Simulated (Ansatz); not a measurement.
Given:

Sn2Pt:
```cif
data_Pt4Sn8
_chemical_formula_sum 'Sn8 Pt4'
_space_group_name_H-M_alt 'Fm-3m'
_space_group_IT_number 225
_space_group_name_Hall '-F 4 2 3'
_cell_length_a 6.40275
_cell_length_b 6.40275
_cell_length_c 6.40275
_cell_angle_alpha 90.000
_cell_angle_beta 90.000
_cell_angle_gamma 90.000
loop_
_atom_site_label
_atom_site_type_symbol
_atom_site_symmetry_multiplicity
_atom_site_Wyckoff_symbol
_atom_site_fract_x
_atom_site_fract_y
_atom_site_fract_z
_atom_site_occupancy
Sn1 Sn 8 c 0.25000 0.25000 0.25000 1
Pt1 Pt 4 a 0.00000 0.00000 0.00000 1
```
(The calculation used a cell of 3 atoms; values per cell refer to that cell.)

This is the LDA-relaxed structure.

Question: All from the program Ansatz at the LDA level (PAW), unless another level is named. Give the Young's modulus.

Answer: 78.1 GPa.

Question: Next, the elastic constants (relaxed ions, GPa)?

Answer: C11 = 158, C12 = 93.2, C44 = 25.5.

Question: What about the highest zone-centre frequency?

Answer: 148 cm⁻¹.

The first step of the workflow began from a Materials Project structure, measured or hypothetical; the Crystallography Open Database files this formula in space group No. 225, but the cells were not matched. Its standing as an ambient phase is unchecked. The LDA relaxation kept the symmetry of its start; of distortions, only those at the zone centre were tested. No spin polarisation was allowed. As this level gives no gap, shear constants depend on the k-mesh and smearing (Fermi–Dirac, 0.1 eV here). As this level gives no gap, phonon frequencies hold no LO–TO term and depend on the k-mesh and smearing (Fermi–Dirac, 0.1 eV here). Spin–orbit coupling is left out wherever it is not named.

Potentials: the later of the program's two PAW sets.
